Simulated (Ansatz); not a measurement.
Here is the system:

SnO2:
Space group P4₂/nmc, origin choice 1 (No. 137); a = b = 3.549 Å, c = 5.428 Å, α = β = γ = 90.00°

```json
[
 {"atom": "Sn", "site": "2a", "symmetry": "-4m2", "x": "0.0000", "y": "0.0000", "z": "0.0000"},
 {"atom": "O", "site": "4d", "symmetry": "2mm.", "x": "0.0000", "y": "0.5000", "z": "0.1772"}
]
```

This is the r²SCAN-relaxed structure.

Question: All from plane-wave PAW r²SCAN (Ansatz code), unless another level is named. Predict the smallest direct gap on the standard path.

Answer: 1.83 eV.

Question: Give the gap with spin–orbit coupling.

Answer: 1.71 eV.

Question: And the conduction-band minimum?

Answer: at Γ.

Question: What about the weight of the conduction-edge state by species (Voronoi cells)?

Answer: O 55 %, Sn 45 %.

Question: And the weight of the valence-edge state by species (Voronoi cells)?

Answer: O 96 %, Sn 4 %.

Space group P4_2/nmc. The cell is a constructed one: a structure type filled with these elements; neither database checked (COD, Materials Project) lists it. It is not the phase usual at ambient conditions (space group No. 136). The r²SCAN relaxation kept the symmetry of its start. At this level the phase is mechanically unstable. Spin–orbit coupling is left out wherever it is not named.

Potentials: the later of the program's two PAW sets.
